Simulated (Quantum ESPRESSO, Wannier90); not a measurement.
**Wannier functions of SnGeSe2 (Pmc2₁)**

```xyz
8
Lattice="3.9596 0.0000 0.0000 0.0000 4.6770 0.0000 0.0000 0.0000 11.3708" Properties=species:S:1:pos:R:3 pbc="T T T"
Sn     1.9798     1.7120     4.3590
Sn     1.9798    -1.7120    -1.3264
Ge     0.0000     0.5749    -4.2361
Ge     0.0000    -0.5749     1.4493
Se     0.0000     1.1035    -1.7559
Se     0.0000    -1.1035     3.9295
Se     1.9798     1.0927     1.6330
Se     1.9798    -1.0927    -4.0524
```

Cell from Materials Project (mp-1218835), symmetrised, no further relaxation. Not found in the COD (Crystallography Open Database) copy used; not checked further. Level: PBEsol, no spin polarisation, no spin-orbit coupling; pw.x of Quantum ESPRESSO at 69 Ry with PseudoDojo potentials, 6×4×4 k-points, Wannier90. Density: 8×8×4 mesh, Gaussian smearing 0.01 Ry. The cell is built of weakly bound layers, chains or molecules, whose nearest atoms lie 3.50 Å apart. Database cells relaxed without dispersion often hold them too far apart, which can enlarge gaps and weakens couplings between them; spacing and stacking were not compared with the measured crystal. Spin-orbit coupling is left out although heavy elements are present.

postw90 (berry_task = kubo; independent particles, width 0.1 eV, no gap correction, excitons or local fields) prints σ_xx for one spin direction:

| ħω (eV) | Re σ (S/cm) | Im σ (S/cm) |
|---|---|---|
| 0.10 | 0 | -101 |
| 1.70 | 1310 | -2700 |
| 2.85 | 5240 | -1210 |

Problem. Work out the dielectric function, refractive index, reflectivity and absorption coefficient at these energies.

Solution. ε = 1 + iσ/(ε0 ω), so ε₂ = Re σ/(ε0 ω) and ε₁ = 1 − Im σ/(ε0 ω); ε0 ω = 134.5 S/cm × ħω in eV, and σ is doubled for both spins.
- 0.10 eV: ε₁ = 16.0, ε₂ = 0.0; n + ik = √ε = 4.00 + 0.00i; R = 36 %
- 1.70 eV: ε₁ = 24.6, ε₂ = 11.5; n + ik = √ε = 5.09 + 1.13i; R = 47 %; α = 2ωk/c = 190000 cm⁻¹
- 2.85 eV: ε₁ = 7.3, ε₂ = 27.3; n + ik = √ε = 4.22 + 3.24i; R = 55 %; α = 2ωk/c = 940000 cm⁻¹
The model holds its own bands alone, so ε₁ lacks the part of higher transitions, and near sharp peaks it hangs on the broadening.
